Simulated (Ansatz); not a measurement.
Cell and atoms are relaxed with the symmetry kept. Start:

Space group Pbca (No. 61). a = 7.037 Å, b = 7.179 Å, c = 12.097 Å, α = 90.00°, β = 90.00°, γ = 90.00°
| atom | site | symmetry | x | y | z |
| --- | --- | --- | --- | --- | --- |
| Sn | 8c | 1 | 0.8528 | 0.2459 | 0.0879 |
| Sn | 8c | 1 | 0.1278 | 0.5239 | 0.1733 |
| Au | 8c | 1 | 0.0123 | 0.8875 | 0.1181 |

All numbers below come from Ansatz, DFT LDA, scalar-relativistic, plane waves, PAW.

Settings: cutoff 420 eV, Γ-centred mesh 6×6×4 on the computed 24-atom cell, Gaussian smearing of 0.10 eV; no spin polarisation.

What does it relax to?

The volume falls by 2.10 Å³/atom to 23.37 Å³/atom, and the energy falls by 40.0 meV/atom. Final structure:
```
CELL_PARAMETERS angstrom
6.85997 0.00000 0.00000
0.00000 6.97848 0.00000
0.00000 0.00000 11.71510
ATOMIC_POSITIONS crystal
Sn 0.85243 0.25158 0.08792
Sn 0.64757 0.74842 0.58792
Sn 0.35243 0.24842 0.91208
Sn 0.14757 0.75158 0.41208
Sn 0.14757 0.74842 0.91208
Sn 0.35243 0.25158 0.41208
Sn 0.64757 0.75158 0.08792
Sn 0.85243 0.24842 0.58792
Sn 0.12822 0.52781 0.17328
Sn 0.37178 0.47219 0.67328
Sn 0.62822 0.97219 0.82672
Sn 0.87178 0.02781 0.32672
Sn 0.87178 0.47219 0.82672
Sn 0.62822 0.52781 0.32672
Sn 0.37178 0.02781 0.17328
Sn 0.12822 0.97219 0.67328
Au 0.01230 0.89258 0.11658
Au 0.48770 0.10742 0.61658
Au 0.51230 0.60742 0.88342
Au 0.98770 0.39258 0.38342
Au 0.98770 0.10742 0.88342
Au 0.51230 0.89258 0.38342
Au 0.48770 0.39258 0.11658
Au 0.01230 0.60742 0.61658
```

Spin–orbit coupling is left out, which can shift energies with elements as heavy as these.

Cost: 1 run of about 57 core-minutes, on Intel Xeon Processor @ 2.70GHz (shared hosts).